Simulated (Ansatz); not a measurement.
An acoustic mirror alternates quarter-wave layers of high and low impedance; the larger the ratio, the fewer layers.

The reference row is bcc Mo. Each row is paired with the reference. Frequency 2 GHz, 3 pairs, polycrystalline averages.

Where the numbers come from (Ansatz, a plane-wave PAW program): density: LDA, relaxed cell; longitudinal speed: LDA, elastic tensor, Hill average.

Started from generated or typed cells, with no claim that the phase is known: 6H-CdS. Runs started from generated or typed cells of the structure named: ScAl3; bcc Mo. Whether these are the forms stable at ambient conditions was not checked: NbCd3 (Cu3Au type); LaPt3 (Cu3Au type). Spin–orbit coupling is left out unless named.

```tsv
crystal	density (g/cm³)	v_l (km/s)
NbCd3 (Cu3Au type)	9.75	4.56
LaPt3 (Cu3Au type)	16.97	3.97
ScAl3 (Cu3Au type)	3.19	7.96
TiPt3 (Cu3Au type)	18.10	5.02
6H-CdS	5.03	4.29
bcc Mo, reference	10.58	6.60
```

Definitions used: Z = ρ v_l; layer = v_l/4f; ratio = larger Z over smaller Z; isolation ≈ 20 × 3 × log₁₀(ratio), up to a constant set by the substrate.

Compute impedance, quarter wave, impedance ratio and isolation for NbCd3 (Cu3Au type), showing the steps.


1. Z = 9.75 × 4.56 = 44.46 MRayl
2. quarter wave: 4.56 km/s/(4 × 2 GHz) = 570 nm
3. impedance ratio: larger of 44.46/69.83 and its inverse = 1.571
4. isolation: 20 × 3 × log₁₀(1.571) = 12 dB

Which order results for impedance ratio (highest first)?

The same steps for every row:

| crystal | impedance (MRayl) | quarter wave (nm) | impedance ratio | isolation (dB) |
|---|---|---|---|---|
| NbCd3 (Cu3Au type) | 44.46 | 570 | 1.571 | 12 |
| LaPt3 (Cu3Au type) | 67.37 | 496 | 1.037 | 1 |
| ScAl3 (Cu3Au type) | 25.39 | 995 | 2.750 | 26 |
| TiPt3 (Cu3Au type) | 90.86 | 628 | 1.301 | 7 |
| 6H-CdS | 21.58 | 536 | 3.236 | 31 |
| bcc Mo, reference | 69.83 | 825 | 1.000 | 0 |

In order of impedance ratio, highest first: 6H-CdS (3.236 ± 0.21), ScAl3 (2.750 ± 0.18), NbCd3 (Cu3Au type) (1.571 ± 0.10), TiPt3 (1.301 ± 0.083), LaPt3 (Cu3Au type) (1.037 ± 0.066). The ± follows from allowances picked for this note (density 4 %, longitudinal speed 5 %), carried to first order and added in quadrature, each row's own inputs moving alone; ≈ joins neighbours closer than their two ± added in quadrature.

Sputtered films are textured or amorphous and softer than these crystals; shear waves need a mirror of their own. Where several phases of a formula are at hand, those over 0.1 eV/atom above the lowest were not drawn (by r²SCAN where it compared them, else by the largest value; a layered or molecular lowest phase counts only with a dispersion term); other phases could lie lower still. Rows are a sample by related chemistry or structure, familiar materials first, kept where one row at least reaches a ratio of 2.5. Limits of the draw: impedance over 8 MRayl; for moduli and speeds, an anisotropy index under 2.5, no layered crystals; no unfamiliar magnets, and cubic perovskites only if shown or known to be stable. As a rule kept out of such tables: 4f compounds, open-shell compounds run without a Hubbard term, cells found unstable in the tests at hand, cells close to a higher symmetry, and runs set to a pressure or over 12 % in volume from the crystal's fullest run.
